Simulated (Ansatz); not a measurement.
Data:

YbGe₂:
```cif
data_Ge4Yb2
_chemical_formula_sum 'Ge4 Yb2'
_space_group_name_H-M_alt 'P 1'
_space_group_IT_number 1
_cell_length_a 6.70047
_cell_length_b 5.94905
_cell_length_c 5.17311
_cell_angle_alpha 73.719
_cell_angle_beta 58.457
_cell_angle_gamma 47.824
loop_
_space_group_symop_operation_xyz
  'x, y, z'
loop_
_atom_site_label
_atom_site_type_symbol
_atom_site_fract_x
_atom_site_fract_y
_atom_site_fract_z
_atom_site_occupancy
Ge1 Ge 0.64721 0.35279 0.64721 1
Ge2 Ge 0.35279 0.64721 0.35279 1
Ge3 Ge 0.60279 0.89721 0.60279 1
Ge4 Ge 0.89721 0.60279 0.89721 1
Yb1 Yb 0.00000 0.00000 0.00000 1
Yb2 Yb 0.25000 0.25000 0.25000 1
```

This is the PBE-relaxed structure.

**Question.** All from DFT-PBE in the program Ansatz with PAW potentials, unless another level is named. Predict the electronic character.

**Answer.** metallic (no gap).

**Question.** What about the density of states at the Fermi level?

**Answer.** 0.71 states/eV per atom (mean over ±0.08 eV).

**Question.** Predict the formation energy from the elements (no fitted shifts).

**Answer.** -0.34 eV/atom.

Space group Fddd. The cell is a constructed one: a structure type filled with these elements; neither database checked (COD, Materials Project) lists it. Its standing as an ambient phase is unchecked. The cell was relaxed with PBE under the symmetry of its start; whether a distortion lowers the energy is not shown. The workflow began spin-polarised and lost its moments. The 4f shell is in the valence. No Hubbard U is applied. The references are the lowest solids computed at this level, not always the standard phases. Spin–orbit coupling is left out wherever it is not named.

Potentials: the later of the program's two PAW sets.
